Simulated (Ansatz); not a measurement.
GaN:
```cif
data_Ga4N4
_chemical_formula_sum 'Ga4 N4'
_space_group_name_H-M_alt 'Fm-3m'
_space_group_IT_number 225
_space_group_name_Hall '-F 4 2 3'
_cell_length_a 4.18108
_cell_length_b 4.18108
_cell_length_c 4.18108
_cell_angle_alpha 90.000
_cell_angle_beta 90.000
_cell_angle_gamma 90.000
loop_
_atom_site_label
_atom_site_type_symbol
_atom_site_symmetry_multiplicity
_atom_site_Wyckoff_symbol
_atom_site_fract_x
_atom_site_fract_y
_atom_site_fract_z
_atom_site_occupancy
Ga1 Ga 4 a 0.00000 0.00000 0.00000 1
N1 N 4 b 0.50000 0.50000 0.50000 1
```
(The calculation used a cell of 2 atoms; values per cell refer to that cell.)

This is the LDA-relaxed structure.

Task: All from LDA (plane waves, PAW; program Ansatz), unless another level is named. Estimate the vibrational entropy at 300 K.

Result: 19.7 J/(K·mol of atoms).

Task: What about the bulk modulus (Birch–Murnaghan fit)?

Result: 249 GPa.

Task: And the zero-point energy?

Result: 61.2 meV/atom.

This is a known high-pressure phase of the composition, computed here at zero pressure and temperature. The LDA relaxation kept the symmetry of its start; phonons on a q-mesh show no instability.

Potentials: the earlier of the program's two PAW sets.
